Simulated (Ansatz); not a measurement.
Given:

SiC2:
Space group P4₂/mmc (No. 131); a = b = 3.1814 Å, c = 6.8851 Å, α = β = γ = 90.00°

```csv
atom,site,symmetry,x,y,z
Si,2e,-4m2,0.0000,0.0000,0.2500
C,4i,2mm.,0.0000,0.5000,0.0991
```

This is the PBE-relaxed structure.

Task: All from PBE in the plane-wave PAW code Ansatz, unless another level is named. Estimate the electronic character.

Result: metallic (no gap).

Task: Give the density of states at the Fermi level.

Result: 0.11 states/eV per atom (mean over ±0.08 eV).

Task: Give the formation energy from the elements (no fitted shifts).

Result: 0.43 eV/atom.

Space group P4_2/mmc. The start of the workflow was typed in or built on a structure type; neither database checked (COD, Materials Project) lists it. Whether it is the stable phase at ambient conditions was not checked. The PBE relaxation kept the symmetry of its start; whether a distortion lowers the energy is not shown. Its formation energy is positive at this level, so the cell may be metastable or incomplete. The references are the lowest solids computed at this level, not always the standard phases.

Potentials: the earlier of the program's two PAW sets.
